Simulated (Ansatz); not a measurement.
Consider the following.

SrZrO$_{3}$:
```cif
data_O18Sr6Zr6
_chemical_formula_sum 'Sr6 Zr6 O18'
_space_group_name_H-M_alt 'R3c :H'
_space_group_IT_number 161
_space_group_name_Hall 'R 3 -2"c'
_cell_length_a 5.86439
_cell_length_b 5.86439
_cell_length_c 14.30757
_cell_angle_alpha 90.000
_cell_angle_beta 90.000
_cell_angle_gamma 120.000
loop_
_atom_site_label
_atom_site_type_symbol
_atom_site_symmetry_multiplicity
_atom_site_Wyckoff_symbol
_atom_site_fract_x
_atom_site_fract_y
_atom_site_fract_z
_atom_site_occupancy
Sr1 Sr 6 a 0.00000 0.00000 0.26627 1
Zr1 Zr 6 a 0.00000 0.00000 0.01145 1
O1 O 18 b 0.10031 0.33660 0.09086 1
```
(The calculation used a cell of 10 atoms; values per cell refer to that cell.)

This is the PBE-relaxed structure.

All from plane-wave PAW PBE (Ansatz code), unless another level is named. Predict the gap with spin–orbit coupling.

3.72 eV.

Give the smallest direct gap on the standard path.

3.83 eV.

Predict the weight of the conduction-edge state by species (Voronoi cells).

Zr 60 %, O 32 %, Sr 8 %.

The start of the workflow was typed in or built on a structure type; neither database checked (COD, Materials Project) lists it. COD files the formula under space group No. 62, 63, 221, so this cell is another polymorph or a model. Its standing as an ambient phase is unchecked. The cell was relaxed with PBE under the symmetry of its start; whether a distortion lowers the energy is not shown. No spin polarisation was allowed. Spin–orbit coupling is left out wherever it is not named.

Potentials: the later of the program's two PAW sets.
